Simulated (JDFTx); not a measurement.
An input for JDFTx (a modified build) (C4H9NSi (SMILES CC1=C[SiH2][C@H]1N), charge 0, multiplicity 1; bohr, hartree):

```
lattice \
  19.8421243086 0.0000000000 0.0000000000 \
  0.0000000000 18.8972612463 0.0000000000 \
  0.0000000000 0.0000000000 15.1178089970
coords-type Cartesian
ion C -3.8456913855 0.0662877458 0.1939372787 0
ion C -1.1211444641 0.7164223590 0.1807451748 0
ion C 0.0963882057 2.8389480041 0.8390875700 0
ion Si 3.3535233236 1.5973570141 0.1753387670 0
ion C 0.9494870264 -1.0879792893 -0.6348256982 0
ion N 0.8880251287 -3.4621359878 0.7588124822 0
ion H -4.9671169938 1.5616579067 1.0511736307 0
ion H -4.4982277631 -0.2432436243 -1.7360397269 0
ion H -4.1257625785 -1.6919310912 1.2270013710 0
ion H -0.7542956978 4.5760541442 1.4838501595 0
ion H 4.9671169938 1.0228950043 2.3501204615 0
ion H 4.8237432539 2.6737860624 -1.8983490265 0
ion H 0.7845861656 -1.5742707409 -2.6385966460 0
ion H 2.3598270935 -4.5760541442 0.2421865316 0
ion H 1.0513173108 -3.1139074656 2.6385966460 0
ion-species pseudo/c_pbe_v1.2.upf
ion-species pseudo/si_pbe_v1.upf
ion-species pseudo/n_pbe_v1.2.upf
ion-species pseudo/h_pbe_v1.4.upf
core-overlap-check none
elec-cutoff 20 100
elec-ex-corr gga-PBE
symmetries none
coulomb-interaction Isolated
coulomb-truncation-embed 0 0 0
elec-n-bands 17
electronic-minimize nIterations 150 energyDiffThreshold 1e-7
dump-name s0.$VAR
dump End State Ecomponents EigStats BandEigs Forces ElecDensity IonicPositions
```

Problem. What happens when this is run, and what should be changed?

Solution. It stops during set-up with
```
Atom 7 lies within the margin of 5 bohrs from the truncation boundary.
Expand unit cell, or if absolutely sure, reduce coulomb-truncation-ion-margin.
Failed.
```
The box is too small for the truncated Coulomb interaction: enlarge the cell, or lower coulomb-truncation-ion-margin if the density is known to be confined.
